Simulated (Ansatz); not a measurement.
V₃Ge (A15 (Cr3Si type), Pm-3n), r²SCAN (plane waves, PAW; program Ansatz), all energies at zero smearing, with the estimated change up to a 700 eV cutoff added, with one set of potentials and settings (totals compare only within such a set). Cell of 8 atoms (6 V, 2 Ge): -26111.291 eV.

| element | reference phase | E (eV/atom) |
|---|---|---|
| V | Im-3m, 1 atoms in the cell | -2917.0669 |
| Ge | Fd-3m, 2 atoms in the cell | -4302.9041 |

Formation energy per atom, worked out: (-26111.291 − 6×(-2917.0669) − 2×(-4302.9041))/8 = -0.385 eV/atom (-37 kJ per mol of atoms), at 0 K, without zero-point energy or fitted corrections.

The workflow started from a Materials Project entry (that database holds measured and hypothetical structures alike); the Crystallography Open Database files this formula in space group No. 223, but the cells were not matched. Its standing as an ambient phase is unchecked. The cell was relaxed with r²SCAN under the symmetry of its start; its stability against distortions is not shown here. Spin order of the final state: ferromagnetic, the only order run, not a proven ground state. Other orbital occupations within this spin state were not tried. The references are the lowest solids computed at this level, not always the standard phases.

Potentials: the later of the program's two PAW sets.
